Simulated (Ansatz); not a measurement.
BAs (zinc blende)

```yaml
crystal:
  lattice:
    - [0.00000, 4.80934, 4.80934]
    - [2.40467, 0.00000, 2.40467]
    - [2.40467, 2.40467, 0.00000]
  atoms:
    - { symbol: As, position: [0.37500, 0.75000, 0.75000] }
    - { symbol: As, position: [0.87500, 0.75000, 0.75000] }
    - { symbol: B, position: [0.00000, 0.00000, 0.00000] }
    - { symbol: B, position: [0.50000, 0.00000, 0.00000] }
```

A phonon eigenvector at L = (0.5, 0.0, 0.0) is frozen into this cell: atom i moves by Q times the vector below, so Q is the largest atomic displacement, in Å. The cell is held. It is one choice among 2 degenerate patterns. (q is in reciprocal vectors of the primitive cell; the cell shown is doubled to hold the pattern.)

```tsv
atom	x	y	z
As1	-0.036	0.066	-0.102
As2	0.036	-0.066	0.102
B3	-0.285	0.520	-0.805
B4	0.285	-0.520	0.805
```

These are PBE (plane waves to 420 eV, PAW, scalar-relativistic; Ansatz, a first-principles code) values and carry that method's errors. k mesh 6×12×12 (Γ-centred), Fermi-Dirac smearing 0.05 eV. Stress and pressure are positive under compression. BAs was relaxed with its symmetry unable to fall. 

```csv
Q (Å),P (GPa),−dE/dQ from forces (eV/Å)
-0.100,?,3.753
-0.083,0.65,3.123
-0.067,?,2.495
-0.050,0.23,1.870
-0.033,0.10,1.245
-0.017,0.02,0.623
0.000,0.00,0.000
0.017,0.02,-0.623
0.033,0.10,-1.245
0.050,0.23,-1.870
0.067,?,-2.495
0.083,0.65,-3.123
0.100,?,-3.753
```

Question: Complete the blanks.

Answer: 
- -0.100, P (GPa): 0.93
- -0.067, P (GPa): 0.41
- 0.067, P (GPa): 0.41
- 0.100, P (GPa): 0.93

(For displaced atoms, the force is minus the slope of the energy, and its curvature is a force constant, which sets phonon frequencies.)
